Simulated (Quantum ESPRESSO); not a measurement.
# Strain and stress in Si6GaN

Calculated results; nothing here was measured. They come from pw.x of Quantum ESPRESSO 7.5, a plane-wave density functional program, with PseudoDojo standard norm-conserving files (v0.5 for PBE, v0.4.1 for LDA and PBEsol). The cells are made up: elements, strain and atom displacements were drawn at random, and nothing was relaxed. There is no spin polarisation, spin-orbit coupling or dispersion term.

The cell has 8 sites of a zincblende or diamond lattice. Sites 1 to 4 hold Si Si Si Si; sites 5 to 8 hold Si Ga Si N. Cell vectors in Å: (5.416, 0.001, -0.017); (0.001, 5.494, 0.028); (-0.017, 0.028, 5.425). Settings: PBE, cutoff 1143 eV, 6 x 6 x 6 k mesh shifted by half a step, Fermi-Dirac smearing of 0.1 eV.

Each run adds the same linear strain along x, y and z to one cell, with the atoms carried along; the vectors above are those of run 4. Stress is positive in tension and P is minus a third of its trace. E is the free energy for each atom above the lowest run shown.

```
run  strain (%)  s_xx (GPa)  s_yy (GPa)  s_zz (GPa)  s_xy (GPa)  P (GPa)  E (meV/atom)
  1       -1.92        1.22        1.17        0.05        1.17    -0.81          0.00
  2       -1.30        2.61        2.58        1.53        1.05    -2.24          3.55
  3       -0.93        3.39        3.36        2.35        0.98    -3.03          7.21
  4       -0.26        4.68        4.67        3.73        0.87    -4.36         16.48
  6        1.87        7.99        8.03        7.27        0.56    -7.76         67.38
  7        2.29        8.52        8.56        7.83        0.50    -8.30         80.75
  5        1.02           ?           ?           ?           ?        ?             ?
```

A rerun of one of these cells at 1437 eV and k mesh 8 x 8 x 8 moved values by no more than 0.004 eV in the cell's energy, 0.03 GPa in stress and 0.008 eV/Å in force.

## Worked fit

A parabola through the six runs shown gives P = -4.85 - 1.83 e + 0.142 e² GPa, with e in per cent and a scatter of 0.02 GPa. A linear strain of 1 % changes the volume by about 3 %, so the bulk modulus of this cell with clamped atoms is about 61 ± 1 GPa at e = 0. The error is the larger of the fit's own and the change that a cubic makes, rounded up.

## Withheld run

Question: what P should run 5 give?

The fit gives -6.57 GPa. The calculation gave -6.54 GPa.

| run | strain (%) | s_xx (GPa) | s_yy (GPa) | s_zz (GPa) | s_xy (GPa) | P (GPa) | E (meV/atom) |
| --- | --- | --- | --- | --- | --- | --- | --- |
| 5 | 1.02 | 6.81 | 6.83 | 6.00 | 0.67 | -6.54 | 43.50 |